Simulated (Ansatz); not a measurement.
TaV2:
```xyz
6
Lattice="0.0000 3.5503 3.5503 3.5503 0.0000 3.5503 3.5503 3.5503 0.0000" Properties=species:S:1:pos:R:3 pbc="T T T"
Ta     3.5503     3.5503     3.5503
Ta     5.3254     5.3254     5.3254
V      0.8876     0.8876     0.8876
V      0.8876     2.6627     2.6627
V      2.6627     2.6627     0.8876
V      2.6627     0.8876     2.6627
```

Relaxed with r²SCAN. Special points in fractions of this cell's reciprocal vectors: Γ (0.000, 0.000, 0.000); X (0.500, 0.000, 0.500); U (0.625, 0.250, 0.625); K (0.375, 0.375, 0.750); L (0.500, 0.500, 0.500); W (0.500, 0.250, 0.750).

List the band energies nearest the Fermi level at these points for DFT-r²SCAN in the program Ansatz with PAW potentials.

In eV from the Fermi level; about four levels below and three above (degenerate sets whole), none deeper than 8.9 eV; points with the same levels are listed once.

| k | below | above |
|---|---|---|
| Γ | -0.92 -0.92 -0.74 -0.74 | 0.07 0.07 0.07 |
| X | -0.65 -0.65 -0.06 -0.06 | 0.75 0.75 2.08 2.08 |
| U | -0.33 -0.26 -0.17 -0.11 | 0.61 1.19 1.69 |
| L | -0.37 -0.37 -0.05 -0.05 | 0.10 1.76 1.76 |
| W | -0.74 -0.74 -0.25 -0.25 | 0.08 0.08 0.60 0.60 |

Space group Fd-3m (cubic Laves (MgCu2 type)). The workflow started from an entry of the Crystallography Open Database (COD). Its standing as an ambient phase is unchecked. Symmetry was held in the r²SCAN relaxation; its stability against distortions is not shown here. The workflow began spin-polarised and lost its moments. Spin–orbit coupling is left out wherever it is not named.

Potentials: the later of the program's two PAW sets.
